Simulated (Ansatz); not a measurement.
ZrGe$_{2}$:
```yaml
crystal:
  lattice:
    - [4.32272, 0.00000, 0.00000]
    - [-2.16136, 3.74359, 0.00000]
    - [0.00000, 0.00000, 3.43404]
  atoms:
    - { symbol: Zr, position: [0.00000, 0.00000, 0.00000] }
    - { symbol: Ge, position: [0.33333, 0.66667, 0.50000] }
    - { symbol: Ge, position: [0.66667, 0.33333, 0.50000] }
```

Relaxed with PBEsol. Special points in fractions of this cell's reciprocal vectors: Γ (0.000, 0.000, 0.000); M (0.500, 0.000, 0.000); K (0.333, 0.333, 0.000); A (0.000, 0.000, 0.500); L (0.500, 0.000, 0.500); H (0.333, 0.333, 0.500).

### Question
List the band energies nearest the Fermi level at these points for PBEsol in the plane-wave PAW code Ansatz.

### Answer
In eV from the Fermi level; about four levels below and three above (degenerate sets whole), none deeper than 8.9 eV; points with the same levels are listed once.

```
k                          below                above
-  -----------------------------  -------------------
Γ  -4.19 -4.19 -3.96 -1.80 -0.11  0.87 0.87 1.52 1.52
M              -4.22 -3.52 -1.03       0.41 0.41 1.29
K        -0.31 -0.31 -0.17 -0.17       4.91 4.91 5.23
A        -2.09 -2.09 -0.41 -0.41       1.18 3.71 5.89
L        -4.76 -3.97 -3.95 -0.48       1.32 1.54 2.41
H              -4.53 -3.74 -3.74       0.47 0.70 0.70
```

Space group P6/mmm. A made-up cell: these elements were put on the sites of a structure type; neither database checked (COD, Materials Project) lists it. COD files the formula under space group No. 63. Its standing as an ambient phase is unchecked. Symmetry was held in the PBEsol relaxation; whether a distortion lowers the energy is not shown. The run is not spin-polarised. Scalar-relativistic: spin–orbit coupling is off unless named, which matters more the heavier the elements.

Potentials: the earlier of the program's two PAW sets. The files were generated under PBE; for other functionals the program regenerates the frozen cores, and for LDA and PBEsol the local potential too.
